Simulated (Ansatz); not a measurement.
A structure of SnS relaxed with PBEsol (plane waves to 420 eV, PAW, scalar-relativistic; Ansatz, a program for electronic structure); single points at other levels follow on the same geometry (Ansatz, PAW; HSE06 at 420 eV on a 6×6×6 k-mesh; no spin-orbit coupling). Space group Fm-3m (No. 225).

Space group Fm-3m (No. 225); a = b = c = 5.7437 Å, α = β = γ = 90.00°

| atom | site | symmetry | x | y | z |
|---|---|---|---|---|---|
| S | 4a | m-3m | 0.0000 | 0.0000 | 0.0000 |
| Sn | 4b | m-3m | 0.5000 | 0.5000 | 0.5000 |
(The calculation used a cell of 2 atoms; values per cell refer to that cell.)

```csv
level,gap (eV),kind,conduction minimum
PBEsol,0.30,indirect,20 % of the way from L to W
HSE06,…,–,…
```

Task: Fill in the missing entries.

Result: 
- HSE06, gap (eV): 0.12
- HSE06, conduction minimum: k = (0.5, 0.475, 0.525)

HSE06 gaps come from a coarse mesh plus a few chosen points, so they may be too large. No spin polarisation in the result.

The run could not lose the symmetry of its start.

All atoms sit on sites fixed by symmetry, so only the cell could relax.

The first start was generated by a random draw of sites in a space group. A measured structure of SnS has the same space group, Fm-3m (No. 225); the sites were not compared with it. Another known form has space group No. 62.
